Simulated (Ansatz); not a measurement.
SrVO3 (cubic perovskite)

```
SrVO3
1.0
    3.85762     0.00000     0.00000
    0.00000     3.85762     0.00000
    0.00000     0.00000     3.85762
Sr V O
1 1 3
Direct
  0.00000   0.00000   0.00000
  0.50000   0.50000   0.50000
  0.00000   0.50000   0.50000
  0.50000   0.50000   0.00000
  0.50000   0.00000   0.50000
```

E(V) scan at fixed shape, V₀ the volume above. Symmetry pins the atoms to their sites.

All values below come from PBE (plane waves to 420 eV, PAW, scalar-relativistic; Ansatz, a quantum-chemistry and plane-wave program). k mesh 12×12×12 (Γ-centred), Fermi-Dirac smearing 0.05 eV. E stands for the smeared free energy. Stress and pressure are positive under compression. SrVO3 is run without spin polarisation and with no Hubbard U. SrVO3 was relaxed with its symmetry unable to fall. The zero of ΔE is the relaxed starting cell. The last digit holds for this mesh only.

```json
[
 {"V (Å³/atom)": "10.333", "ΔE (meV/atom)": "78.6"},
 {"V (Å³/atom)": "10.563", "ΔE (meV/atom)": "48.3"},
 {"V (Å³/atom)": "10.792", "ΔE (meV/atom)": "withheld"},
 {"V (Å³/atom)": "11.022", "ΔE (meV/atom)": "11.2"},
 {"V (Å³/atom)": "11.252", "ΔE (meV/atom)": "2.7"},
 {"V (Å³/atom)": "11.481", "ΔE (meV/atom)": "0.0"},
 {"V (Å³/atom)": "11.711", "ΔE (meV/atom)": "2.5"},
 {"V (Å³/atom)": "11.941", "ΔE (meV/atom)": "9.7"},
 {"V (Å³/atom)": "12.170", "ΔE (meV/atom)": "21.0"},
 {"V (Å³/atom)": "12.400", "ΔE (meV/atom)": "36.1"},
 {"V (Å³/atom)": "12.629", "ΔE (meV/atom)": "54.6"}
]
```

Q: Fit a third-order Birch-Murnaghan form (E₀, V₀, B₀, B₀′ free) to the given rows and predict ΔE at V = 10.792.

A: Least squares on the 10 given rows: ΔE = E₀ + (9V₀B₀/16)·y²·[2 + (B₀′ − 4)y], y = (V₀/V)^(2/3) − 1, with V₀ = 11.482 Å³/atom, B₀ = 181.2 GPa (160.2 GPa = 1 eV/Å³; the term in eV is multiplied by 1000), B₀′ = 4.42, E₀ = 0.00 meV/atom; root-mean-square residual 0.03 meV/atom. At 10.792 the fit gives 26.2 meV/atom; the calculation gives 26.1 meV/atom, so the interpolation is off by 0.1 (+0.4 %). For the pressure the fit gives 12.9 GPa against the computed 12.9 GPa.

(A scan under strain: stresses follow from slopes of the energy per volume, elastic moduli from its curvatures.)
